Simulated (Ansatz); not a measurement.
The relaxed structure here is a generated cell of Mo: the first start was made by placing the elements on the sites of a structure type, and the end was not matched to a known phase here, so it may be hypothetical. Known forms of Mo include space group No. 229.

A relaxed cell of Mo (Pm-3m (No. 221)), relaxed on a k-mesh at least as fine as the one used below. The numbers are results of PBE (plane waves to 420 eV, PAW, scalar-relativistic; Ansatz, a first-principles code), not measurements. Γ-centred k-mesh 12×6×12 on the run's cell (coarser than for final values), Fermi–Dirac smearing 0.05 eV.

```
Mo
1.0
    2.59893     0.00000     0.00000
    0.00000     5.19785     0.00000
    0.00000     0.00000     2.59893
Mo
2
Direct
  0.00000   0.00000   0.00000
  0.00000   0.50000   0.00000
```

The atoms are displaced by (Å):

```tsv
atom	ux	uy	uz
Mo1	-0.202	-0.134	-0.066
Mo2	-0.083	0.018	-0.017
```

**Question.** What forces (eV/Å) and pressure result?

**Answer.** 
```json
[
 {"atom": "Mo1", "Fx": "-0.37", "Fy": "1.59", "Fz": "-0.16"},
 {"atom": "Mo2", "Fx": "0.37", "Fy": "-1.59", "Fz": "0.16"}
]
```

Pressure +3.2 GPa.

The undisplaced cell is probably no minimum: from this displacement the run went on to Im-3m (No. 229), 1.15 eV/atom below it.

No spin polarisation in the result.
